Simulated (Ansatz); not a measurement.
Clean, relaxed (110) surface of Al2Cu, space group I4/mcm (No. 140) (top face towards +c; atoms held fixed, by place in the list: 1, 2, 3, 4, 5, 6):

```yaml
crystal:
  lattice:
    - [4.82785, 0.00000, 0.00000]
    - [-2.41392, 4.23776, 0.00000]
    - [0.00000, 0.00000, 25.47553]
  atoms:
    - { symbol: Al, position: [0.40932, 0.81864, 0.33365] }
    - { symbol: Al, position: [0.09068, 0.18136, 0.33365] }
    - { symbol: Al, position: [0.75000, 0.50000, 0.38666] }
    - { symbol: Cu, position: [0.75000, 0.00000, 0.41683] }
    - { symbol: Cu, position: [0.25000, 0.00000, 0.41683] }
    - { symbol: Al, position: [0.25000, 0.50000, 0.44700] }
    - { symbol: Al, position: [0.90917, 0.81835, 0.50010] }
    - { symbol: Al, position: [0.59083, 0.18165, 0.50010] }
    - { symbol: Al, position: [0.25000, 0.50000, 0.55515] }
    - { symbol: Cu, position: [0.25000, 0.00000, 0.58274] }
    - { symbol: Cu, position: [0.75000, 0.00000, 0.58274] }
    - { symbol: Al, position: [0.75000, 0.50000, 0.61752] }
    - { symbol: Al, position: [0.41283, 0.82567, 0.66782] }
    - { symbol: Al, position: [0.08717, 0.17433, 0.66782] }
```

These are results of Ansatz 0.2.0, DFT PBEsol, scalar-relativistic, plane waves, PAW, not measurements. Plane waves to 420 eV, a k mesh through Γ of 7×7×1 on the computed 14-atom cell and Gaussian smearing (0.10 eV); no spin polarisation. The cell repeats along c with a dipole correction in the vacuum.

S (atom) is adsorbed on the top face, one adsorbate per 20.5 Å², and relaxed from 3 starting sites (fractions of a and b). E_ads counts from the clean slab and the free adsorbate (spin-polarised where it has unpaired electrons); negative means bound. Heights count from the highest slab atom after relaxation. Δφ is the top face's. Δp counts per cell along +c. Bonded neighbours lie within 1.25 times the sum of covalent radii (1.35 for H) and, on that scale, within 12 % of the closest. With the adsorbate the cell is lengthened along c to keep the vacuum.

```json
{"start": "top (Al) at (0.41, 0.83)", "ends at": "(0.64, 0.29), 2 bonded neighbours (Al)", "E_ads (eV)": "-4.94", "height (Å)": "1.13", "shortest contact": "S–Al 2.29 Å", "Δφ (eV)": "+0.30", "Δp (e·Å)": "-0.021"}
{"start": "bridge (Al-Al) at (0.91, 0.83)", "ends at": "(0.86, 0.71), 2 bonded neighbours (Al)", "E_ads (eV)": "-4.94", "height (Å)": "1.14", "shortest contact": "S–Al 2.29 Å", "Δφ (eV)": "+0.31", "Δp (e·Å)": "-0.022"}
{"start": "hollow (over Al) at (0.75, 0.50)", "ends at": "(0.75, 0.50), 1 bonded neighbour (Al)", "E_ads (eV)": "-4.65", "height (Å)": "0.92", "shortest contact": "S–Al 2.31 Å", "Δφ (eV)": "+0.36", "Δp (e·Å)": "-0.028"}
```

Among the sites tried, the lowest end comes from the bridge (Al-Al) at (0.91, 0.83) start; the top (Al) at (0.41, 0.83) start ended within 0.02 eV of it, though not always at the same place; other sites may lie lower.

Each end is the local minimum or symmetric point that its start leads to.

For at least one of the starts the bottom face's work function also shifts by over 0.1 eV: the slab is too thin to screen the adsorbate, so the work functions aren't converged with thickness.

The adsorbed runs have no spin polarisation, so weakly bound open-shell ends lie too high.